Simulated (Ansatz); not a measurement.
ZnNi: from a starting cell to a relaxed one

The start is a relaxed ZnNi cell shaken by Gaussian noise of σ = 0.08 Å a coordinate. The structure is fully relaxed (lattice and positions, P = 0) with PBE (plane waves to 420 eV, PAW, scalar-relativistic; Ansatz, a first-principles code). First-step values are on the input's coarse k-mesh.

Ansatz input (later rounds restart from its end on a renewed k-mesh):
Ansatz 0.2 input:
```yaml
crystal:
  lattice:
    - [5.1374910485, 0, 0]
    - [0, 4.501624709, 0]
    - [0, 0, 4.2368144859]
  atoms:
    - { symbol: Zn, position: [0.3490553306, 0.5820728518, 0.2463289204] }
    - { symbol: Zn, position: [0.3587709181, 0.9004641138, 0.7417639816] }
    - { symbol: Zn, position: [0.6466721848, 0.0792615801, 0.2747935859] }
    - { symbol: Zn, position: [0.633133163, 0.3983030928, 0.7504438922] }
    - { symbol: Ni, position: [0.8740418973, 0.5506039217, 0.2152231266] }
    - { symbol: Ni, position: [0.8549058248, 0.907348137, 0.7671908273] }
    - { symbol: Ni, position: [0.1504217948, 0.0961392266, 0.2611054179] }
    - { symbol: Ni, position: [0.13288921, 0.4056768483, 0.7588947211] }
basis: { ecutwfc: 420, ecutrho_ratio: 4, xc_grid: 2, fft_grid_basis: typed }
kpoints: { mp_grid: { grid: [7, 7, 8] } }
hamiltonian:
  xc: pbe
  dispersion: none
  pseudopotentials: { kind: paw }
scf: { occupations: { method: fermi_dirac, width: 0.05 } }
relax: { f_tol: 0.01, max_steps: 100, cell: { stress_tol: 0.02 } }
output: { forces: true, stress: true }
```

### Question
Which atoms feel the largest initial force, and how large is it?

### Answer
1.39 eV/Å, on Ni5 (atoms numbered as listed).

### Question
By how much does the energy per atom fall from start to end?

### Answer
0.05 eV/atom.

### Question
What band gap does the relaxed structure have at this level?

### Answer
Zero (metallic).

The end point of the relaxation:

Space group Pbcm (No. 57); a = 5.138 Å, b = 4.502 Å, c = 4.237 Å, α = β = γ = 90.00°

```json
[
 {"atom": "Zn", "site": "4d", "symmetry": "..m", "x": "0.1443", "y": "0.5765", "z": "0.2500"},
 {"atom": "Ni", "site": "4d", "symmetry": "..m", "x": "0.3745", "y": "0.0878", "z": "0.2500"}
]
```

Final values are on a 9×10×11 k-mesh of the relaxed cell. No spin polarisation in the result. A magnetic state may lie lower.

The relaxed structure here is a generated cell of ZnNi: the first start was made by placing the elements on the sites of a structure type, and the end was not matched to a known phase here, so it may be hypothetical.
